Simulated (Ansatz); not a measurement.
A geometry of BeCo away from equilibrium: step 11 of the relaxation of a generated cell, BeCo placed in the AFLOW prototype AB_hP8_194_ad_f (B_i, as in TiAs). These are PBEsol (plane waves to 420 eV, PAW, scalar-relativistic; Ansatz, a program for electronic structure) values and carry that method's errors. Γ-centred k-mesh 13×13×4 on the run's cell (coarser than for final values), Fermi–Dirac smearing 0.05 eV.

```xyz
8
Lattice="2.5428 0.0000 0.0000 -1.2714 2.2021 0.0000 0.0000 0.0000 12.0366" Properties=species:S:1:pos:R:3:forces:R:3 pbc="T T T" free_energy=-20733.002 pressure_GPa=13.3
Be     0.0000     1.4681     1.5067    0.0000    0.0000    0.0033
Be     1.2714     0.7340     7.5250    0.0000    0.0000    0.0033
Be     1.2714     0.7340    10.5300    0.0000    0.0000   -0.0033
Be     0.0000     1.4681     4.5117    0.0000    0.0000   -0.0033
Co     0.0000     0.0000     0.0000    0.0000    0.0000    0.0000
Co     0.0000     0.0000     6.0183    0.0000    0.0000    0.0000
Co     0.0000     1.4681     9.0275    0.0000    0.0000    0.0000
Co     1.2714     0.7340     3.0092    0.0000    0.0000    0.0000
```

Positions in Å, forces in eV/Å, free energy of the cell in eV (comparable only within this code, potentials and settings). Largest force: all forces are below 0.005 eV/Å; the geometry lies 0.18 eV/atom above the end of its relaxation.

Spin-polarised start, with parallel moments on Co.

No spin polarisation in the result: the starting moments vanished. A magnetic state may lie lower.

The run could not lose the symmetry of its start: the end is stationary, and may be a saddle point rather than a minimum.

The end of the path is a generated cell of BeCo: the first start was made by placing the elements on the sites of a structure type, and the end was not matched to a known phase here, so it may be hypothetical.
